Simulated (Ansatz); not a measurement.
In14O24Sn2 in space group C2/c (No. 15; Pearson symbol mS80), PBE (plane waves, PAW; program Ansatz), all energies at zero smearing, with the estimated change up to a 700 eV cutoff added, with one set of potentials and settings (totals compare only within such a set). Cell of 40 atoms (14 In, 24 O, 2 Sn): -104039.251 eV.

```csv
element,reference phase,E (eV/atom)
In,"I4/mmm, 1 atoms in the cell",-5597.8481
O,"C2/m, 4 atoms in the cell, spin-polarised",-565.0000
Sn,"Fd-3m, 2 atoms in the cell",-6024.2128
```

Formation energy per atom, worked out: (-104039.251 − 14×(-5597.8481) − 24×(-565.0000) − 2×(-6024.2128))/40 = -1.524 eV/atom (-147 kJ per mol of atoms), at 0 K, without zero-point energy or fitted corrections.

The start of the workflow was typed in or built on a structure type; neither database checked (COD, Materials Project) lists it. Its standing as an ambient phase is unchecked. The PBE relaxation kept the symmetry of its start; whether a distortion lowers the energy is not shown. The references are the lowest solids computed at this level, not always the standard phases (solids in place of the gases). Scalar-relativistic: spin–orbit coupling is off unless named, which matters more the heavier the elements.

Potentials: the later of the program's two PAW sets.
